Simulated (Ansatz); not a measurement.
Question: MoRu (L1₀ or tetragonal B2, P4/mmm) is relaxed with DFT-r²SCAN in the program Ansatz with PAW potentials. What lattice parameters of the conventional cell result?

Answer: a = 2.765 Å, c = 3.816 Å.

The start of the workflow was typed in or built on a structure type; neither database checked (COD, Materials Project) lists it. Its standing as an ambient phase is unchecked. Symmetry was held in the r²SCAN relaxation; whether a distortion lowers the energy is not shown. The run is not spin-polarised. Axis ratios of metals converge slowly with the k-mesh, so a and c are less sure than the volume.

Potentials: the earlier of the program's two PAW sets.
